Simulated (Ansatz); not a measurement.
Consider the following.

Ca:
```cif
data_Ca2
_chemical_formula_sum 'Ca2'
_space_group_name_H-M_alt 'Im-3m'
_space_group_IT_number 229
_space_group_name_Hall '-I 4 2 3'
_cell_length_a 4.42500
_cell_length_b 4.42500
_cell_length_c 4.42500
_cell_angle_alpha 90.000
_cell_angle_beta 90.000
_cell_angle_gamma 90.000
loop_
_atom_site_label
_atom_site_type_symbol
_atom_site_symmetry_multiplicity
_atom_site_Wyckoff_symbol
_atom_site_fract_x
_atom_site_fract_y
_atom_site_fract_z
_atom_site_occupancy
Ca1 Ca 2 a 0.00000 0.00000 0.00000 1
```
(The calculation used a cell of 1 atom; values per cell refer to that cell.)

This is the r²SCAN-relaxed structure.

### Question
All from r²SCAN in the plane-wave PAW code Ansatz, unless another level is named. Estimate the bulk modulus (Birch–Murnaghan fit).

### Answer
17.5 GPa.

### Question
And the elastic constants (relaxed ions, GPa)?

### Answer
C11 = 18.6, C12 = 17.1, C44 = 14.9.

This is a known high-temperature phase of the composition, computed here at zero pressure and temperature. Symmetry was held in the r²SCAN relaxation; whether a distortion lowers the energy is not shown. As this level gives no gap, shear constants depend on the k-mesh and smearing (Fermi–Dirac, 0.1 eV here).

Potentials: the earlier of the program's two PAW sets.
